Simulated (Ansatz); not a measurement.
Starting cell, Ti (hcp, Mg type):

```
CELL_PARAMETERS angstrom
      2.93627     0.00000     0.00000
     -1.46813     2.54288     0.00000
      0.00000     0.00000     4.63716
ATOMIC_POSITIONS crystal
  Ti 0.33333 0.66667 0.75000
  Ti 0.66667 0.33333 0.25000
```

In this cell atom 2 (Ti, nearest neighbour Ti at 2.872 Å; its periodic images, 2.9 Å or more away, move with it) is moved by u·(1.000, 0.000, 0.000) + v·(0.000, 1.000, 0.000); the rest is frozen.

All values below come from r2SCAN (plane waves to 500 eV, PAW, scalar-relativistic; Ansatz, an electronic-structure program). k mesh 15×15×8 (Γ-centred), Fermi-Dirac smearing 0.05 eV. The energy includes the smearing's −TS. With partly filled bands, energies and forces of such displacements shift with the k mesh and the smearing. The PAW data are Ansatz's earlier set. Ti is run without spin polarisation. Ti was relaxed with its symmetry unable to fall. The last digit holds for this mesh only.

Changes of ΔE (eV/cell) from the point u = 0.000 Å, v = 0.000 Å when one coordinate moves alone (two changes are said to add if the coupling is within 5 % of the smaller one, nearly so within 20 %):

```json
[
 {"point": "u = 0.000 Å, v = -0.430 Å", "change": "0.1371"},
 {"point": "u = 0.000 Å, v = -0.215 Å", "change": "0.0428"},
 {"point": "u = -0.430 Å, v = 0.000 Å", "change": "0.1350"},
 {"point": "u = -0.215 Å, v = 0.000 Å", "change": "0.0417"},
 {"point": "u = 0.215 Å, v = 0.000 Å", "change": "0.0417"},
 {"point": "u = 0.430 Å, v = 0.000 Å", "change": "0.1350"},
 {"point": "u = 0.000 Å, v = 0.215 Å", "change": "0.0406"},
 {"point": "u = 0.000 Å, v = 0.430 Å", "change": "0.1382"}
]
```

Question: Do the two effects add at u = 0.430 Å, v = -0.430 Å? Give the computed change.

Answer: The sum of the single changes is 0.1350 + (0.1371) = 0.2721; the calculation gives 0.2211, so the coupling contributes -0.0510 (over 20 % of the smaller single change, not additive).

Question: What is the change at u = -0.215 Å, v = -0.215 Å, where both move, and how far is it from the sum?

Answer: The sum of the single changes is 0.0417 + (0.0428) = 0.0845; the calculation gives 0.0767, so the coupling contributes -0.0078 (under 20 % of the smaller single change, nearly additive).

Question: What is the change at u = 0.430 Å, v = 0.215 Å, where both move, and how far is it from the sum?

Answer: The sum of the single changes is 0.1350 + (0.0406) = 0.1756; the calculation gives 0.1641, so the coupling contributes -0.0115 (over 20 % of the smaller single change, not additive).

(For displaced atoms, the force is minus the slope of the energy, and its curvature is a force constant, which sets phonon frequencies.)
